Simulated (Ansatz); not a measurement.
GaN:
```yaml
crystal:
  lattice:
    - [2.69913, 0.00000, 0.00000]
    - [0.00000, 2.69913, 0.00000]
    - [0.00000, 0.00000, 2.69913]
  atoms:
    - { symbol: Ga, position: [0.00000, 0.00000, 0.00000] }
    - { symbol: N, position: [0.50000, 0.50000, 0.50000] }
```

Relaxed with r²SCAN. Special points in fractions of this cell's reciprocal vectors: Γ (0.000, 0.000, 0.000); X (0.000, 0.500, 0.000); M (0.500, 0.500, 0.000); R (0.500, 0.500, 0.500).

List the band energies nearest the Fermi level at these points for DFT-r²SCAN with spin–orbit coupling in the program Ansatz with PAW potentials.

In eV from the Fermi level; about four levels below and three above (degenerate sets whole), none deeper than 8.9 eV; points with the same levels are listed once.

```tsv
k	below	above
Γ	-1.47 -1.47 -1.47 -1.47 -1.38 -1.38	10.48 10.48 10.48 10.48
X	–	0.02 0.02 0.04 0.04
M	-6.72 -6.72 -2.39 -2.39	0.46 0.46 9.14 9.14
R	-3.34 -3.34 -3.34 -3.34 -3.32 -3.32	1.49 1.49 1.74 1.74 1.74 1.74
```

Space group Pm-3m (CsCl type). The cell is a constructed one: a structure type filled with these elements; neither database checked (COD, Materials Project) lists it. It is not the phase usual at ambient conditions (space group No. 186, 216). Symmetry was held in the r²SCAN relaxation. At this level the phase is mechanically unstable.

Potentials: the earlier of the program's two PAW sets.
